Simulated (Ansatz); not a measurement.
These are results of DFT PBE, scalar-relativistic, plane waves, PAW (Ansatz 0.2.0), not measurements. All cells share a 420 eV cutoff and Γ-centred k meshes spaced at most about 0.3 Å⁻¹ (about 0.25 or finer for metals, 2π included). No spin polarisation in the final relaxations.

These are static total energies at zero pressure.

Two forms of TiSi4Ni3 were relaxed alike.

A.

```
CELL_PARAMETERS angstrom
3.72707 0.00000 0.00000
0.00000 5.80875 0.00000
0.00000 0.00000 4.75439
ATOMIC_POSITIONS crystal
Ti 0.50000 0.50000 0.52776
Si 0.00000 0.79347 0.63916
Si 0.00000 0.20653 0.63916
Si 0.50000 0.26139 0.04839
Si 0.50000 0.73861 0.04839
Ni 0.00000 0.50000 0.00131
Ni 0.50000 0.00000 0.43015
Ni 0.00000 0.00000 0.07168
```

B.

```
CELL_PARAMETERS angstrom
3.20577 1.85085 2.82578
-3.20577 1.85085 2.82578
0.00000 -3.70170 2.82578
ATOMIC_POSITIONS crystal
Ti 0.36150 0.36150 0.36150
Si 0.33209 0.85798 0.15254
Si 0.15254 0.33209 0.85798
Si 0.85798 0.15254 0.33209
Si 0.65875 0.65875 0.65875
Ni 0.64978 0.12903 0.85833
Ni 0.85833 0.64978 0.12903
Ni 0.12903 0.85833 0.64978
```

Problem. Which would you expect to be lower, and how large is the difference?

Solution. They are level within the accuracy (3 meV/atom apart, with B the lower in these runs). A has space group Pmm2 (No. 25), 12.9 Å³/atom and no gap on its mesh; B has space group R3 (No. 146), 12.6 Å³/atom and no gap. Counting Si atoms around Ni and Ti (those within 1.25 times the shortest such distance or 1.15 times the sum of covalent radii; a plus sign parts nearer from farther groups; a slash parts the counts of unlike sites), A has Ti 8, Ni 6/6+2 and B has Ti 7, Ni 7. A holds Si–Si pairs (shortest 2.40 Å); in B the shortest Si–Si distance is 2.66 Å, near bonding range too. Both come from invented guesses.

For metals, differences of a few meV/atom aren't resolved. Trial moments died out on the coarse mesh in Pmm2 and R3; another magnetic start might hold. Cells relaxed within their symmetry can be saddle points.
